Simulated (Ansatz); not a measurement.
Al (fcc, Cu type)

```
CELL_PARAMETERS angstrom
      0.00000     2.02029     2.02029
      2.02029     0.00000     2.02029
      2.02029     2.02029     0.00000
ATOMIC_POSITIONS crystal
  Al 0.00000 0.00000 0.00000
```

Equation-of-state scan: isotropic scaling of the cell above, V₀ being its volume. Symmetry pins the atoms to their sites.

All values below come from PBE (plane waves to 420 eV, PAW, scalar-relativistic; Ansatz, a program for electronic structure). k mesh 21×21×21 (Γ-centred), Fermi-Dirac smearing 0.05 eV. Stress and pressure are positive under compression. Al was relaxed with its symmetry unable to fall.

At one point of the scan the stress tensor (GPa) is:

```
    7.3      0.0      0.0
    0.0      7.3      0.0
    0.0      0.0      7.3
```

Task: Which point is it?
A) V/V₀ = 0.975
B) V/V₀ = 0.925
C) V/V₀ = 0.950
D) V/V₀ = 0.900

Result: B, V/V₀ = 0.925

(A scan under strain: stresses follow from slopes of the energy per volume, elastic moduli from its curvatures.)
